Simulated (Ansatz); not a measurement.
Relaxed NiSi₂ (fluorite type, space group Fm-3m):

```xyz
3
Lattice="0.0000 2.6935 2.6935 2.6935 0.0000 2.6935 2.6935 2.6935 0.0000" Properties=species:S:1:pos:R:3 pbc="T T T"
Ni     0.0000     0.0000     0.0000
Si     1.3467     1.3467     1.3467
Si     4.0402     4.0402     4.0402
```

In each cell atom 2 (Si, nearest neighbour Ni at 2.333 Å; its periodic images, 3.8 Å or more away, move with it) moves by s·(-0.577, -0.577, -0.577) (towards the nearest neighbour), the rest being held.

The numbers are results of r2SCAN (plane waves to 500 eV, PAW, scalar-relativistic; Ansatz, a first-principles code), not measurements. k mesh 12×12×12 (Γ-centred), Fermi-Dirac smearing 0.05 eV. Energies are smeared free energies. With partly filled bands, energies and forces of such displacements shift with the k mesh and the smearing. On this mesh the relaxed cell isn't quite at rest: it carries a pressure of -0.3 GPa (compression positive) at the zero of the scan. NiSi2 is run without spin polarisation. NiSi2 was relaxed with its symmetry unable to fall. ΔE is measured from the undisplaced structure. The last digit holds for this mesh only.

| s (Å) | ΔE (meV/cell) |
|---|---|
| -0.230 | 191.7 |
| -0.184 | 127.4 |
| -0.138 | withheld |
| -0.092 | 34.3 |
| -0.046 | 8.9 |
| 0.000 | 0.0 |
| 0.046 | 9.4 |
| 0.092 | 38.8 |
| 0.138 | 90.3 |
| 0.184 | 166.6 |
| 0.230 | 271.2 |

Problem. Fit a polynomial form (powers 2, 3, 4) to the given rows and predict ΔE at s = -0.138.

Solution. Least squares on the 10 given rows: ΔE = (4279)·s² + (3238)·s³ + (1822)·s⁴, in meV/cell with s in Å; root-mean-square residual 0.36 meV/cell. At -0.138 the fit gives 73.6 meV/cell; the calculation gives 74.5 meV/cell, so the interpolation is off by -0.9 (-1.2 %). The quadratic term alone would give 81.5 meV/cell.

(For displaced atoms, the force is minus the slope of the energy, and its curvature is a force constant, which sets phonon frequencies.)
